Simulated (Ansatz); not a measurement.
Values for one crystal, relaxed and computed with DFT-r²SCAN in the program Ansatz with PAW potentials; other levels are named.

- Volume per atom = 16.09 Å³
- Electronic character = metallic (no gap)
- Gap with spin–orbit coupling = none (metallic)
- Formation energy from the elements (no fitted shifts) = -1.15 eV/atom
- Bulk modulus (Birch–Murnaghan fit) = 249 GPa
- Pressure derivative B′ = 4.9
- Density of states at the Fermi level = 0.09 states/eV per atom (mean over ±0.08 eV)

### Question
Which of these materials gives this?
A) TcIr3, P6_3/mmc (Tc on 2d, Ir on 6h)
B) Sr2CdPt2, Immm (Pt on 4h, Cd on 2a, Sr on 4j)
C) HfPt3, P6_3/mmc (Hf on 2a, Hf on 2c, Pt on 6g, Pt on 6h)
D) ZnPt3, Cu3Au type

### Answer
C, HfPt3, P6_3/mmc (Hf on 2a, Hf on 2c, Pt on 6g, Pt on 6h)

The workflow started from a Materials Project entry (that database holds measured and hypothetical structures alike); the Crystallography Open Database files this formula in space group No. 194, but the cells were not matched. Its standing as an ambient phase is unchecked. The r²SCAN relaxation kept the symmetry of its start; whether a distortion lowers the energy is not shown. The run is not spin-polarised. The references are the lowest solids computed at this level, not always the standard phases. Scalar-relativistic: spin–orbit coupling is off unless named, which matters more the heavier the elements.

Potentials: the later of the program's two PAW sets.
